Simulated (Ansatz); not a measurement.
**ScCd3: pressure against volume**

A database entry relaxed whole under r2SCAN (P6_3/mmc):

```yaml
crystal:
  lattice:
    - [6.33905, 0.00000, 0.00000]
    - [-3.16952, 5.48978, 0.00000]
    - [0.00000, 0.00000, 4.85634]
  atoms:
    - { symbol: Sc, position: [0.33333, 0.66667, 0.25000] }
    - { symbol: Sc, position: [0.66667, 0.33333, 0.75000] }
    - { symbol: Cd, position: [0.83379, 0.66758, 0.25000] }
    - { symbol: Cd, position: [0.16621, 0.83379, 0.75000] }
    - { symbol: Cd, position: [0.33242, 0.16621, 0.25000] }
    - { symbol: Cd, position: [0.16621, 0.33242, 0.75000] }
    - { symbol: Cd, position: [0.83379, 0.16621, 0.25000] }
    - { symbol: Cd, position: [0.66758, 0.83379, 0.75000] }
```

The cell was scaled uniformly, its shape held, and the atoms relaxed at each volume with plane-wave PAW DFT (Ansatz 0.2.0; r2SCAN, 500 eV, 6×6×7 Γ-centred mesh, fermi-dirac occupations of width 0.100 eV; no spin, no spin-orbit coupling). One row is withheld.

```csv
volume (Å³/atom),energy over the lowest (meV/atom),pressure (GPa)
19.858,18.1,4.99
20.280,7.6,3.13
20.703,1.7,1.47
21.125,0.0,0.00
21.548,1.9,-1.31
21.970,?,?
22.393,15.2,-3.51
```

**Question.** Fit the pressures of the other rows to the third-order Birch-Murnaghan form.

**Answer.** With f = [(V₀/V)^(2/3) − 1]/2 and P = 3B₀f(1 + 2f)^(5/2)[1 + 3(B₀′ − 4)f/2], least squares gives V₀ = 21.12 Å³ an atom, B₀ = 69.4 GPa and B₀′ = 4.9; the rows miss the fit by less than 0.01 GPa. The slope of the energies differs from these pressures by 0.06 GPa, since they are taken to zero smearing while pressures follow the free energy.

**Question.** What does the withheld row hold?

**Answer.** The fit gives -2.48 GPa at 21.970 Å³; the run gave -2.48 GPa and 7.1 meV an atom.

Caveats: the shape of the cell was held, so B₀ is an upper bound where the axes differ in stiffness; 0 K, fixed nuclei; the symmetry was kept, and this need not be the phase that is stable at 0 K; one mesh for all volumes; pressure is positive in compression.
